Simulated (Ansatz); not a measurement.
Ti2GaC:
```xyz
8
Lattice="3.0681 0.0000 0.0000 -1.5341 2.6571 0.0000 0.0000 0.0000 13.3503" Properties=species:S:1:pos:R:3 pbc="T T T"
Ti     0.0000     1.7714     1.1424
Ti     1.5341     0.8857    12.2079
Ti     1.5341     0.8857     7.8176
Ti     0.0000     1.7714     5.5327
Ga     0.0000     1.7714    10.0127
Ga     1.5341     0.8857     3.3376
C      0.0000     0.0000     6.6751
C      0.0000     0.0000     0.0000
```

Relaxed with r²SCAN. Special points in fractions of this cell's reciprocal vectors: Γ (0.000, 0.000, 0.000); M (0.500, 0.000, 0.000); K (0.333, 0.333, 0.000); A (0.000, 0.000, 0.500); L (0.500, 0.000, 0.500); H (0.333, 0.333, 0.500).

### Question
List the band energies nearest the Fermi level at these points for r²SCAN in the plane-wave PAW code Ansatz.

### Answer
In eV from the Fermi level; about four levels below and three above (degenerate sets whole), none deeper than 8.9 eV; points with the same levels are listed once.

| k | below | above |
|---|---|---|
| Γ | -2.56 -2.56 -2.46 -1.29 | 0.52 0.85 0.96 0.96 |
| M | -1.41 -1.27 -0.97 -0.89 | 2.12 2.24 2.54 |
| K | -1.17 -1.17 -1.07 -1.07 | 0.06 1.25 1.73 1.73 |
| A | -2.57 -2.57 -2.57 -2.57 -1.84 -1.84 | 0.72 0.72 0.97 0.97 0.97 0.97 |
| L | -1.33 -1.33 -0.93 -0.93 | 2.30 2.30 2.42 2.42 |
| H | -1.26 -1.26 -0.97 -0.97 | 0.63 0.63 1.63 1.63 |

Space group P6_3/mmc. The first step of the workflow began from a Materials Project structure, measured or hypothetical; the Crystallography Open Database copy checked does not list it. Whether it is the stable phase at ambient conditions was not checked. The cell was relaxed with r²SCAN under the symmetry of its start; its stability against distortions is not shown here. No spin polarisation was allowed. Spin–orbit coupling is left out wherever it is not named.

Potentials: the later of the program's two PAW sets.
